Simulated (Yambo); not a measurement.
Ba2ScNbO6 (space group Fm-3m, No. 225), G0W0@PBEsol in Yambo with this input:

```
rim_cut
gw0
dyson
el_el_corr
HF_and_locXC
ppa
em1d
RandQpts= 1000000
RandGvec= 1 Ry
EXXRLvcs= 84 Ry
VXCRLvcs= 336 Ry
Chimod= "HARTREE"
% BndsRnXp
 3 | 219 |
%
NGsBlkXp= 7 Ry
% LongDrXp
 1.0 | 1.0 | 1.0 |
%
PPAPntXp= 27.2114 eV
% GbndRnge
 1 | 219 |
%
GTermKind= "BG"
DysSolver= "n"
ExtendOut
```

On a 2×2×2 mesh, with wavefunctions cut at 84 Ry, the gap (Γ → Γ) is 4.229 eV and the valence edge shifts by -0.398 eV.

Task: What happens with this change: 91 bands in G?

Result: The gap rises by 0.049 eV, to 4.278 eV; the shift of the valence edge becomes -0.329 eV. Neither run is shown to be the converged limit.

Spin-orbit coupling is not included.

Geometry of the Materials Project entry, not relaxed at this level; primitive cell a = b = c = 5.861 Å, α = β = γ = 60.00°.

The structure is a Materials Project entry; no match was found in the copy of COD used, and its stability was not checked.

A shift is the quasiparticle energy of the state minus its PBEsol energy.
